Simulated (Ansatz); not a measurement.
BAs: computed property card

BAs:
```yaml
crystal:
  lattice:
    - [3.15438, 0.00000, 0.00000]
    - [-1.57719, 2.73177, 0.00000]
    - [0.00000, 0.00000, 2.87852]
  atoms:
    - { symbol: B, position: [0.00000, 0.00000, 0.00000] }
    - { symbol: As, position: [0.66667, 0.33333, 0.50000] }
```

Space group P-6m2 (No. 187); conventional cell a = 3.1544 Å, b = 3.1544 Å, c = 2.8785 Å, α = 90.00°, β = 90.00°, γ = 120.00°.

Method: DFT-PBEsol in the program Ansatz with PAW potentials. Geometry: relaxed at this level of theory. Other levels are named where they apply.

Cell and energy:

```yaml
volume_per_atom: 12.40 Å³
density: 5.74 g/cm³
Formation energy from the elements (no fitted shifts): 1.03 eV/atom
```

Electronic structure:

```yaml
electronic_character: metallic (no gap)
Density of states at the Fermi level: 0.35 states/eV per atom (mean over ±0.08 eV)
Gap with spin–orbit coupling: none (metallic)
```

Mechanics:

```yaml
Bulk modulus (Birch–Murnaghan fit): 125 GPa
Pressure derivative B′: 4.0
```

Phonons:

```yaml
highest_zone_centre_frequency: 317 cm⁻¹
zone_centre_stability: unstable, softest mode 283i cm⁻¹
```

The cell is a constructed one: a structure type filled with these elements; neither database checked (COD, Materials Project) lists it. It is not the phase usual at ambient conditions (space group No. 216). The cell was relaxed with PBEsol under the symmetry of its start. As this level gives no gap, phonon frequencies hold no LO–TO term and depend on the k-mesh and smearing (Fermi–Dirac, 0.1 eV here). The references are the lowest solids computed at this level, not always the standard phases. Scalar-relativistic: spin–orbit coupling is off unless named, which matters more the heavier the elements.

Potentials: the later of the program's two PAW sets.
